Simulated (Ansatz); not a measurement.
### Question
RuW (rock salt, space group No. 225) is relaxed with DFT-PBEsol in the program Ansatz with PAW potentials. What lattice parameters of the conventional cell result?

### Answer
a = 5.075 Å.

Space group Fm-3m (rock salt). The start of the workflow was typed in or built on a structure type; neither database checked (COD, Materials Project) lists it. Its standing as an ambient phase is unchecked. The PBEsol relaxation kept the symmetry of its start; whether a distortion lowers the energy is not shown. No spin polarisation was allowed. Its formation energy is positive at this level, so the cell may be metastable or incomplete. Scalar-relativistic: spin–orbit coupling is off unless named, which matters more the heavier the elements.

Potentials: the later of the program's two PAW sets.
